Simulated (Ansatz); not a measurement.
Nb$_{4}$GaSe$_{8}$:
```cif
data_Ga4Nb16Se32
_chemical_formula_sum 'Nb16 Ga4 Se32'
_space_group_name_H-M_alt 'F-43m'
_space_group_IT_number 216
_space_group_name_Hall 'F -4 2 3'
_cell_length_a 10.48902
_cell_length_b 10.48902
_cell_length_c 10.48902
_cell_angle_alpha 90.000
_cell_angle_beta 90.000
_cell_angle_gamma 90.000
loop_
_atom_site_label
_atom_site_type_symbol
_atom_site_symmetry_multiplicity
_atom_site_Wyckoff_symbol
_atom_site_fract_x
_atom_site_fract_y
_atom_site_fract_z
_atom_site_occupancy
Nb1 Nb 16 e 0.85273 0.85273 0.85273 1
Ga1 Ga 4 c 0.25000 0.25000 0.25000 1
Se1 Se 16 e 0.11599 0.11599 0.11599 1
Se2 Se 16 e 0.61568 0.61568 0.61568 1
```
(The calculation used a cell of 13 atoms; values per cell refer to that cell.)

Relaxed with r²SCAN.

Problem. Tabulate the valence density and the electron localisation function along the shortest Ga–Se contact (2.43 Å), r²SCAN (plane waves, PAW; program Ansatz).

Solution. 

```tsv
distance from Ga (Å)	density (e/Å³)	ELF
0.24	27.25	0.02
0.37	12.54	0.03
0.49	4.78	0.07
0.61	1.86	0.14
0.73	0.93	0.22
0.85	0.62	0.28
0.97	0.51	0.37
1.10	0.49	0.55
1.22	0.52	0.72
1.34	0.61	0.79
1.46	0.73	0.81
1.58	0.92	0.80
1.70	1.46	0.76
1.83	2.92	0.67
1.95	6.47	0.50
2.07	14.06	0.31
2.19	26.35	0.17
```

The density is the valence pseudo-density with augmentation charge, so density and ELF within about 1 Å of a nucleus are not all-electron values.

The workflow started from a Materials Project entry (that database holds measured and hypothetical structures alike); the Crystallography Open Database files this formula in space group No. 216, but the cells were not matched. Whether it is the stable phase at ambient conditions was not checked. The cell was relaxed with r²SCAN under the symmetry of its start; its stability against distortions is not shown here. No spin polarisation was allowed.

Potentials: the later of the program's two PAW sets.
